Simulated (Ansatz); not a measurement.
Clean, relaxed (001) surface of Ag, space group P6_3/mmc (No. 194) (top face towards +c; atoms held fixed, by place in the list: 1, 2):

```yaml
crystal:
  lattice:
    - [2.90370, 0.00000, 0.00000]
    - [-1.45185, 2.51467, 0.00000]
    - [0.00000, 0.00000, 24.12177]
  atoms:
    - { symbol: Ag, position: [0.66667, 0.33333, 0.35238] }
    - { symbol: Ag, position: [0.33333, 0.66667, 0.45079] }
    - { symbol: Ag, position: [0.66667, 0.33333, 0.54784] }
    - { symbol: Ag, position: [0.33333, 0.66667, 0.64545] }
```

Computed with DFT r2SCAN, scalar-relativistic, plane waves, PAW in Ansatz 0.2.0. Cutoff 500 eV; k points 12×12×1 on the computed 4-atom cell (Γ-centred); Gaussian smearing, width 0.10 eV; no spin polarisation. A dipole correction removes the field between periodic images along c.

CH is adsorbed on the top face, one adsorbate per 7.3 Å², and relaxed from 3 starting sites (fractions of a and b). The adsorption energy is E(slab + adsorbate) − E(slab) − E(free adsorbate, spin-polarised where open-shell). Heights count from the highest slab atom after relaxation. Δφ is the top face's. Δp counts per cell along +c. Bonded neighbours lie within 1.25 times the sum of covalent radii (1.35 for H) and, on that scale, within 12 % of the closest. With the adsorbate the cell is lengthened along c to keep the vacuum.

```csv
start,ends at,E_ads (eV),height (Å),shortest contact,Δφ (eV),Δp (e·Å),whole?
"top (Ag) at (0.33, 0.67)","(0.33, 0.67), 1 bonded neighbour (Ag)",-2.13,2.09,C–Ag 2.09 Å,-0.63,+0.019,yes
"hollow (Ag-Ag-Ag) at (0.00, 0.00)","(0.00, 0.00), 3 bonded neighbours (Ag)",-2.95,1.30,C–Ag 2.12 Å,-1.13,+0.043,yes
"bridge (Ag-Ag) at (0.83, 0.67)","(0.82, 0.64), 2 bonded neighbours (Ag)",-2.62,1.54,C–Ag 2.11 Å,-0.99,+0.034,yes
```

Among the sites tried, the lowest end comes from the hollow (Ag-Ag-Ag) at (0.00, 0.00) start; other sites may lie lower.

Each end is the local minimum or symmetric point that its start leads to. This isn't the usual crystal structure of Ag. The slab is only 7.1 Å thick, so the energies aren't converged with thickness.

For at least one of the starts the bottom face's work function also shifts by over 0.1 eV: the slab is too thin to screen the adsorbate, so the work functions aren't converged with thickness.

The adsorbed runs have no spin polarisation, so weakly bound open-shell ends lie too high.